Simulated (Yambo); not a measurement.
Material: BeS (zinc blende, space group F-43m, No. 216); a = b = c = 3.391 Å, α = β = γ = 60.00° (2 atoms in the cell). Cell and atoms were relaxed with LDA from Materials Project entry mp-422, within its symmetry.

With LDA (Quantum ESPRESSO, PseudoDojo norm-conserving, 88 Ry, without SOC), the gap between the mesh's edge points (Γ → X) is 2.831 eV.

Estimate the G0W0 gap between the same points from Yambo (6×6×6 Γ-centred k mesh, bands 2 to 62 and a 10 Ry block in the screening, 62 bands in G with the Bruneval-Gonze terminator, plasmon pole fitted at 27.2 eV).

The correction is 1.720 eV, giving 4.551 eV, 1.6 times the LDA value.  Nearest settings tried, and what they do to the gap: 39 bands in G: +2 meV; 27 bands in W: -27 meV; 8 Ry block (89 vectors against 137): -58 meV. Not varied: mesh. So the settings aren't converged at that level.
